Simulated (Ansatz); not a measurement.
## What moves the field gradients of Ti3Ni3O?

Cell of run 1: an entry of the Crystallography Open Database (COD), atoms as given.

Space group Fd-3m:1 (No. 227); a = 11.1800 Å.

| site | Wyckoff | site symmetry | x | y | z |
| --- | --- | --- | --- | --- | --- |
| Ti | 48f | 2.mm | 0.1850 | 0.5000 | 0.0000 |
| Ni13 | 32e | .3m | 0.8350 | 0.8350 | 0.3350 |
| Ni21 | 16c | .-3m | 0.6250 | 0.6250 | 0.1250 |
| O | 16d | .-3m | 0.1250 | 0.1250 | 0.6250 |

One atom of each set is listed; the run and its k-mesh use a cell of 28 atoms with edges of 7.91, 7.91, 7.91 Å.

Relaxed positions (PBE, cell held):

Ti (0.1942, 0.5000, 0.0000)
Ni13 (0.8357, 0.8357, 0.3357)
Ni21 (0.6250, 0.6250, 0.1250)
O (0.1250, 0.1250, 0.6250)

All runs are DFT with Ansatz 0.2.0 (plane waves and PAW, scalar-relativistic unless spin–orbit coupling is named, Γ-centred meshes, Fermi–Dirac smearing where given) in this cell. Start moments of run 1 as typed (μB): 1.5 on each Ni, none on the rest.

Run 1: PBE, parallel start moments, atoms as given; 420 eV, 5×5×5 k-points, smearing 0.05 eV.
Run 2: PBE, parallel start moments, atoms relaxed; 420 eV, 5×5×5 k-points, smearing 0.05 eV.
Run 3: r2SCAN, parallel start moments, at the relaxed atoms; 500 eV, 5×5×5 k-points, smearing 0.05 eV.

Q: What does each run give, and what moves the gradients most?

A: 

```
run   Ti V_zz (η)  Ni21 V_zz (η)    O V_zz (η)
  1  -1.97 (0.53)   0.038 (0.00)  -0.11 (0.00)
  2  -2.53 (0.16)   -0.26 (0.00)  -1.35 (0.00)
  3  -2.41 (0.11)   0.007 (0.00)  -1.45 (0.00)
```

V_zz in 10²¹ V/m²; 3 of the 4 sets of like atoms are followed. Against run 1, the gradient tensors on these sites move by at most 1.24 in run 2 (O), 1.35 in run 3 (O). Taken one at a time, the positions of the atoms (as given or relaxed) move the tensors on these sites by up to 1.24 (largest principal value of the change, on O), the functional (r2SCAN with its higher cutoff) by 0.27 (Ni21).

Semilocal functionals can leave a metal where correlation in the d or f shell opens a gap in the real compound, and that would change the values at and beside Ni and Ti. With these PAW files V_zz is typically within 2 to 3 % of all-electron values, but misses above 10 % occur on Ni. In run 3 the program didn't check the stability of the electronic state in full, so a lower one may lie near. In runs 1, 2, 3 there is no gap above 0.1 eV, so the gradients can move by 10 % or more with the k-mesh. In runs 1, 2, 3 the start moments die out. In run 1 the atoms aren't at the calculated equilibrium (largest force 1.0 eV/Å). The cell isn't the equilibrium one in runs 1, 2, 3 (calculated pressure -5, -6, -11 GPa), and the entry's cell may itself be off.
